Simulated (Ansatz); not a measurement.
Below is a relaxed structure of Cs2Br. The cell was found from a structure generator's guess, not taken from experiment.

Level of theory: DFT PBE+D3(BJ), scalar-relativistic, plane waves, PAW in Ansatz. Cutoff 420 eV, Γ-centred mesh, Gaussian smearing, no spin polarisation.

```cif
data_structure
_symmetry_space_group_name_H-M 'P 1'
_symmetry_Int_Tables_number 1
_cell_length_a 5.1214
_cell_length_b 5.1214
_cell_length_c 9.0111
_cell_angle_alpha 90.000
_cell_angle_beta 90.000
_cell_angle_gamma 120.000
_cell_volume 204.68
loop_
_atom_site_label
_atom_site_type_symbol
_atom_site_fract_x
_atom_site_fract_y
_atom_site_fract_z
_atom_site_occupancy
Cs1 Cs 0.66667 0.33333 0.24130 1
Cs2 Cs 0.33333 0.66667 0.75870 1
Br1 Br 0.00000 0.00000 0.00000 1
```

Energies over the elements count from the elements' standard structures at the same level, with no fitted energy shifts. The references include crystalline Br.

(1) Find its symmetry and describe it.

(2) How far does it lie from the elements in energy?

(3) Is it a metal?

Answers

(1) P-3m1 (No. 164), the anti-cadmium iodide type. Conventional cell: a = 5.121 Å, c = 9.011 Å. Cs is surrounded by 3 Br at 3.67 Å and 12 Cs at 5.12–5.52 Å; Br is surrounded by 6 Cs at 3.67 Å.

(2) −1.17 eV/atom. A negative formation energy is needed for stability but isn't enough: competing phases decide.

(3) Yes, bands cross the Fermi level on the 12×12×6 mesh.

The last run used a 12×12×6 mesh (in the run's order of axes) for its 3-atom cell and Gaussian smearing of 0.10 eV. An odd number of electrons in the primitive cell allows no gap without spin; a larger cell or a magnetic state could open one. A structure relaxed within its symmetry needn't be a true minimum.
